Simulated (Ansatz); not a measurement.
## Mn (omega (AlB2-type)): energy against volume

The calculation used DFT, r2SCAN, plane waves (500 eV) with PAW, scalar-relativistic in Ansatz 0.2.0. (PAW data from PBE, frozen cores regenerated.)

The cell is scaled uniformly from the relaxed one, with fractional coordinates and shape fixed. Energies are extrapolated to zero smearing, pressures are those at the given smearing. Magnetic state: spin not included. It is not the lowest magnetic state of this structure.

A Birch-Murnaghan fit gives V₀ = 10.47 Å³/atom, B₀ = 302 GPa, B₀′ = 4.3.

Problem. What are the energy above the minimum and the pressure at 9.649 Å³/atom?

Solution. 69.6 meV/atom and 29.78 GPa as computed.

Problem. What are the energy above the minimum and the pressure at 10.907 Å³/atom?

Solution. 16.3 meV/atom and -10.94 GPa as computed.

Problem. What are the energy above the minimum and the pressure at 11.746 Å³/atom?

Solution. 120.1 meV/atom and -26.64 GPa as computed.
